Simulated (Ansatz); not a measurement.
Bi₂TeO₂ in space group I4/mmm (No. 139; Bi on 4e, Te on 2b, O on 4d), the program Ansatz at the PBEsol level (PAW), all energies at zero smearing, with the estimated change up to a 700 eV cutoff added, with one set of potentials and settings (totals compare only within such a set). Cell of 5 atoms (2 Bi, 1 Te, 2 O): -32506.847 eV.

| element | reference phase | E (eV/atom) |
|---|---|---|
| Bi | R-3m, 2 atoms in the cell | -12242.0039 |
| Te | P3_121, 3 atoms in the cell | -6901.5142 |
| O | C2/m, 4 atoms in the cell, spin-polarised | -558.3554 |

Formation energy per atom, worked out: (-32506.847 − 2×(-12242.0039) − 1×(-6901.5142) − 2×(-558.3554))/5 = -0.923 eV/atom (-89 kJ per mol of atoms), at 0 K, without zero-point energy or fitted corrections.

The workflow started from a Materials Project entry (that database holds measured and hypothetical structures alike); the Crystallography Open Database copy checked does not list it. Its standing as an ambient phase is unchecked. The PBEsol relaxation kept the symmetry of its start; of distortions, only those at the zone centre were tested. The references are the lowest solids computed at this level, not always the standard phases (solids in place of the gases). Spin–orbit coupling is left out wherever it is not named.

Potentials: the later of the program's two PAW sets.
